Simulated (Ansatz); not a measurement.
input.yaml (Ansatz)

```yaml
crystal:
  lattice:
    - [0.0, 4.6651928478, 4.6651928478]
    - [4.6651928478, 0.0, 4.6651928478]
    - [4.6651928478, 4.6651928478, 0.0]
  atoms:
    - { symbol: Sr, position: [0.125, 0.125, 0.125] }
    - { symbol: Sr, position: [0.875, 0.875, 0.875] }
hamiltonian:
  xc: lda
  pseudopotentials:
    kind: paw
    azcp:
      Sr: "pseudopotentials/Sr.paw.azcp"
basis:
  ecutwfc: 420
  fft_grid_basis: typed
kpoints:
  mp_grid: { grid: [7, 7, 7], shift: [0, 0, 0] }
magnetization:
  spin_polarized: false
scf:
  occupations: { method: fermi_dirac, width: 0.1 }
  lower_state_search: "off"
output:
  stress: true
```

Output

```
Warning: the record states the generating functional pbe (its physics header spells it `PBE`), which answers neither for hamiltonian.xc's functional nor for the lda family's — results may be inconsistent (PPs are generated against a specific XC)
Engine: ansatz 0.2.0, x86_64-unknown-linux-gnu
Pseudopotentials: kind: paw
Pseudopotential: Sr, paw, valence charge 10, recommended cutoff 420 eV (normal) 
Functional definition: SPW92
  exchange = slater_x
  correlation = pw_c
Crystal: 2 atoms, lattice volume = 203.067 Å³
Basis set: ecut = 420 eV, 3943 PW (Γ)
Bands: 14, of which v1, the nominal top of the filled ones, is band 10 counted from 1 (9 counted from 0)
Symmetry: 48 space group operations
Space group: Fd-3m (ITA 227), of the structure as read, at distance tolerance 5.9e-5 Å
k-points: 20 of 343
Non-local potential: Sr, projectors of the file, l = 0: 3, l = 1: 2, l = 2: 2
PAW form: soft (Blöchl's): semilocal exchange-correlation on the pseudo side does not see the compensation charge
PAW frozen core: Sr, regenerated for the run's functional, and the local potential with it (the file was generated under x = pbe(κ = 0.804, μ = 0.2195149727645171), c = pbe(β = 0.06672455060314922))
PAW one-centre angular grid: Sr, 110 points (default); XC on 64 Gauss nodes
Initial density: superposition of atomic densities (neutral atoms: chi_scale 0, normalization atom), corrected by the library's trained network
Initial wavefunctions: pseudopotential atomic-orbital guess
Functional: x = slater, c = lda
SCF iter   1: F=—  HF=-6886.561495 eV  |F-HF|=—  |Δ(HF+E_count)|=         —  Δρ=2.62e-3  dr2=1.01e-2  ethr=1.77e-3  ⟨swp⟩=8.9  Hψ=2090  notcnv=0
SCF iter   2: F=—  HF=-6886.562407 eV  |F-HF|=—  |Δ(HF+E_count)|=   9.11e-4  Δρ=5.61e-4  dr2=1.31e-3  ethr=5.04e-5  ⟨swp⟩=2.2  Hψ=651  notcnv=0
SCF iter   3: F=—  HF=-6886.562441 eV  |F-HF|=—  |Δ(HF+E_count)|=   3.38e-5  Δρ=2.61e-4  dr2=2.14e-4  ethr=6.53e-6  ⟨swp⟩=2.6  Hψ=556  notcnv=0
SCF iter   4: F=—  HF=-6886.562418 eV  |F-HF|=—  |Δ(HF+E_count)|=   2.27e-5  Δρ=6.27e-5  dr2=1.70e-5  ethr=1.07e-6  ⟨swp⟩=2.8  Hψ=539  notcnv=0
SCF iter   5: F=—  HF=-6886.562342 eV  |F-HF|=—  |Δ(HF+E_count)|=   7.60e-5  Δρ=1.19e-5  dr2=4.18e-7  ethr=8.50e-8  ⟨swp⟩=2.8  Hψ=564  notcnv=0
SCF iter   6: F=-6886.562342 eV  HF=-6886.562342 eV  |F-HF|=3.19e-9  |Δ(HF+E_count)|=   3.49e-7  Δρ=1.23e-6  dr2=3.23e-9  ethr=5.00e-10  ⟨swp⟩=5.5  Hψ=1061  notcnv=0
SCF 1 converged in 6 iterations: F = -6886.562342 eV  dr2 = 3.23e-9
SCF converged after 6 iterations
Free energy (F): -6886.562342 eV
Harris-Foulkes:  -6886.562342 eV  (|F-HF|=3.19e-9)
Internal energy: -6886.444676 eV  (E = F + TS)
E sigma→0 (E₀):  -6886.503509 eV
Entropy (-TS):   -0.117666 eV (-58.833 meV/atom)
Fermi energy:    1.564965 eV
--- Per-component energies (eV) ---
  E_band       = -355.590812
  E_kinetic    = 478.610419
  E_local      = -1991.430689  (includes V_loc(G=0)·N_el)
  E_nonlocal   = 416.117711
  E_hartree    = 570.716349
  E_xc         = -335.118633
  E_vxc        = -313.073300  (∫ρ·V_xc dr)
  E_paw        = -5194.580024  (= ΣΔE_a)
  E_vpaw       = -87.247745  (= ΣTr[D̂ρ^β])
  E_aug_tail   = -0.000003  (compensation charges beyond the density's cutoff)
  E_ewald      = -831.348077
  E_core_change = 0.588271  (= ΣΔE_core)
  E_smearing   = -0.117666  (= −TS)
  E_closure    = -0.000000  (closes the sum)
  Σ components = -6886.562342   (vs F -6886.562342, Δ=0.00e0)
--- Stress (GPa, compression-positive) ---
       -0.116941       0.000000       0.000000
       -0.000000      -0.116941      -0.000000
       -0.000000       0.000000      -0.116941
  P = ⅓ Tr σ = -0.1169 GPa (-1.169 kbar)
```

Command:

```sh
ansatz run input.yaml --threads 2 --pin off --max-ram 5120MiB --backend cpu --events-out ev --progress --plain --runs-dir out
```

On 2 threads of Intel(R) Xeon(R) Platinum 8259CL CPU @ 2.50GHz (Skylake/Cascade Lake) (shared host) this took about 2.8 s of wall time and 4.8 s of CPU time.
